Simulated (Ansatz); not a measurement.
The start is a relaxed Hf cell, doubled along one cell vector, shaken by Gaussian noise of σ = 0.08 Å a coordinate. A full variable-cell relaxation at zero pressure is run with PBEsol (plane waves to 420 eV, PAW, scalar-relativistic; Ansatz, a program for electronic structure). The first steps use a coarse 6×12×9 k-mesh.

Initial structure:
```yaml
crystal:
  lattice:
    - [-5.47116, 5.47116, 2.96663]
    - [2.73558, -2.73558, 1.48331]
    - [2.73558, 2.73558, -1.48331]
  atoms:
    - { symbol: Hf, position: [0.37665, 0.26531, 0.52401] }
    - { symbol: Hf, position: [0.87125, 0.24149, 0.50587] }
    - { symbol: Hf, position: [0.01611, 0.03522, 0.99236] }
    - { symbol: Hf, position: [0.50789, 0.04521, 0.04385] }
```

Task: How much energy is released per atom?

Result: 0.59 eV/atom.

Task: How does the volume change?

Result: -2.9 %, from 22.20 to 21.56 Å³/atom.

Task: Is the parent structure recovered?

Result: It does not go back: it reaches Fm-3m (No. 225), fcc (Cu type), 0.58 eV/atom below the parent.

Task: What band gap does the relaxed structure have at this level?

Result: No gap (metallic).

Task: Write out the relaxed structure.

Result: 
Space group Fm-3m (No. 225); a = b = c = 4.4184 Å, α = β = γ = 90.00°

| atom | site | symmetry | x | y | z |
|---|---|---|---|---|---|
| Hf | 4b | m-3m | 0.5000 | 0.5000 | 0.5000 |
(The calculation used a cell of 1 atom; values per cell refer to that cell.)

Final values are on a 18×18×18 k-mesh of the relaxed cell. No spin polarisation in the result.

The relaxed structure here is a generated cell of Hf: the first start was made by placing the elements on the sites of a structure type, and the end was not matched to a known phase here, so it may be hypothetical. Known forms of Hf include space group No. 194.
